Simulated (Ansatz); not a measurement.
Data:

Starting cell, Ru (hcp, Mg type):

```yaml
crystal:
  lattice:
    - [2.69188, 0.00000, 0.00000]
    - [-1.34594, 2.33123, 0.00000]
    - [0.00000, 0.00000, 4.24566]
  atoms:
    - { symbol: Ru, position: [0.33333, 0.66667, 0.75000] }
    - { symbol: Ru, position: [0.66667, 0.33333, 0.25000] }
```

In each cell atom 1 (Ru, nearest neighbour Ru at 2.631 Å; its periodic images, 2.7 Å or more away, move with it) moves by s·(0.577, 0.577, 0.577) (along Cartesian [111]), the rest being held.

These are PBEsol (plane waves to 420 eV, PAW, scalar-relativistic; Ansatz, a quantum-chemistry and plane-wave program) values and carry that method's errors. k mesh 16×16×9 (Γ-centred), Fermi-Dirac smearing 0.05 eV. E stands for the smeared free energy. Left out: 1 of 11 points, with atoms too close for the PAW data. With partly filled bands, energies and forces of such displacements shift with the k mesh and the smearing. Ru is run without spin polarisation. Ru was relaxed with its symmetry unable to fall. ΔE is measured from the undisplaced structure.

The scan covers s from -0.424 to 0.530 Å in 10 points.

Is this a single well or a double well?

A single well with its minimum at or next to zero displacement.

What is the force constant k = d²E/ds² of this move at s = 0?

9.68 eV/Å².

(For displaced atoms, the force is minus the slope of the energy, and its curvature is a force constant, which sets phonon frequencies.)
